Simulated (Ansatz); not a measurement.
Ba2Tl5V3O12 and the effect of the functional

```
Ba V Tl O
1.0
     6.06147    0.00000    0.00000
    -2.48324    5.58450    0.00000
    -2.28447   -2.42817   13.72687
Ba V Tl O
2 3 5 12
Direct
  0.88251 0.01561 0.47320
  0.57886 0.79688 0.88922
  0.26936 0.10580 0.98468
  0.11629 0.55820 0.33914
  0.60807 0.30696 0.66552
  0.48361 0.28991 0.38373
  0.08311 0.07485 0.74869
  0.77279 0.89398 0.17719
  0.29791 0.66599 0.60107
  0.97201 0.46636 0.04740
  0.02458 0.05647 0.04354
  0.16369 0.86975 0.88754
  0.33585 0.37289 0.93818
  0.53308 0.10242 0.04892
  0.42674 0.67762 0.40063
  0.95197 0.64202 0.41211
  0.00696 0.24041 0.32565
  0.08373 0.64865 0.23032
  0.85890 0.33214 0.61652
  0.63673 0.58163 0.72390
  0.56343 0.09920 0.74423
  0.34984 0.20226 0.56862
```

The cell comes from a database or a generator and needn't be the stable form of this composition.

Kept alike: task band structure; k mesh 5 × 5 × 2; occupations fermi-dirac, width 0.05 eV; collinear spin, ferromagnetic start. Program: Ansatz, Ansatz PAW. Cutoffs run from 420 to 500 eV. The mesh is that of the run's cell of 22 atoms. No spin-orbit coupling.

| functional | pressure (GPa) |
| --- | --- |
| BLYP | 2.41 |
| LDA | -5.62 |
| PBE | 0.01 |
| PBEsol | -2.99 |
| RPBE | 2.49 |
| r2SCAN | -2.34 |
| revPBE | 1.86 |

Pressure is positive in compression, with a Pulay correction for the finite cutoff. The moments vanished: the runs ended non-magnetic. All rows use potentials made for PBE.

**Question.** What does the functional change here?

**Answer.** The pressure runs from -5.62 (LDA) to 2.49 GPa (RPBE). From PBE: BLYP +2.40; LDA -5.63; PBEsol -3.00; RPBE +2.48; r2SCAN -2.35; revPBE +1.85.
